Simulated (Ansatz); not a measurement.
Here is the system:

SrAg4Sb2:
```cif
data_Ag12Sb6Sr3
_chemical_formula_sum 'Sr3 Ag12 Sb6'
_space_group_name_H-M_alt 'R-3m :H'
_space_group_IT_number 166
_space_group_name_Hall '-R 3 2"'
_cell_length_a 4.75009
_cell_length_b 4.75009
_cell_length_c 25.33392
_cell_angle_alpha 90.000
_cell_angle_beta 90.000
_cell_angle_gamma 120.000
loop_
_atom_site_label
_atom_site_type_symbol
_atom_site_symmetry_multiplicity
_atom_site_Wyckoff_symbol
_atom_site_fract_x
_atom_site_fract_y
_atom_site_fract_z
_atom_site_occupancy
Sr1 Sr 3 a 0.00000 0.00000 0.00000 1
Ag1 Ag 6 c 0.00000 0.00000 0.14291 1
Ag2 Ag 6 c 0.00000 0.00000 0.43576 1
Sb1 Sb 6 c 0.00000 0.00000 0.25469 1
```
(The calculation used a cell of 7 atoms; values per cell refer to that cell.)

This is the r²SCAN-relaxed structure.

All from r²SCAN (plane waves, PAW; program Ansatz), unless another level is named. Predict the electronic character.

metallic (no gap).

Predict the density of states at the Fermi level.

0.11 states/eV per atom (mean over ±0.08 eV).

What about the gap with spin–orbit coupling?

none (metallic).

The workflow started from an entry of the Crystallography Open Database (COD, 295 K). Its standing as an ambient phase is unchecked. Symmetry was held in the r²SCAN relaxation; its stability against distortions is not shown here. The run is not spin-polarised. Spin–orbit coupling is left out wherever it is not named.

Potentials: the later of the program's two PAW sets.
